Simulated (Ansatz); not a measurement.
Ti (P6_3/mmc), clamped-ion strain scan

Method: DFT r2SCAN, scalar-relativistic, plane waves, PAW (Ansatz). Cutoff 500 eV, Γ-centred 18×18×10 k-points, Gaussian smearing of 0.15 eV. No spin polarisation. Energies are free energies at this smearing, counted from the undisturbed cell; pressure is positive in compression.

The starting cell (as given, not relaxed at this level; it stands at -2.3 GPa):

```yaml
crystal:
  lattice:
    - [2.95000, 0.00000, 0.00000]
    - [-1.47500, 2.55477, 0.00000]
    - [0.00000, 0.00000, 4.68600]
  atoms:
    - { symbol: Ti, position: [0.33333, 0.66667, 0.25000] }
    - { symbol: Ti, position: [0.66667, 0.33333, 0.75000] }
```

The cell is strained by ε times the Voigt pattern (0, 0, 0, 0, 0, 1) (xx, yy, zz, yz, xz, xy; engineering shear) with fractional coordinates fixed. The cell is metallic on the mesh throughout.

```tsv
ε	ΔE (meV/atom)	stress summed along the pattern (GPa, tension positive)	pressure (GPa)
-0.0600	14.1	-4.27	-2.1
-0.0300	3.6	-2.18	-2.2
0.0000	0.0	0.00	-2.3
0.0150	0.9	1.10	-2.2
0.0450	?	?	-2.1
```

Give the withheld values.

ΔE (meV/atom) at ε = 0.0450: 8.0; stress summed along the pattern (GPa, tension positive) at ε = 0.0450: 3.25.